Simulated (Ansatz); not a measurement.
**Question.** Re (dhcp (α-La type), P6_3/mmc) is relaxed with plane-wave PAW PBEsol (Ansatz code). What lattice parameters of the conventional cell result?

**Answer.** a = 2.751 Å, c = 8.875 Å.

The first step of the workflow began from a Materials Project structure, measured or hypothetical. Its sites differ from those of the usual phase in this space group: another stacking or structure type. The PBEsol relaxation kept the symmetry of its start; its stability against distortions is not shown here. The run is not spin-polarised. Axis ratios of metals converge slowly with the k-mesh, so a and c are less sure than the volume. Spin–orbit coupling is left out wherever it is not named.

Potentials: the earlier of the program's two PAW sets.
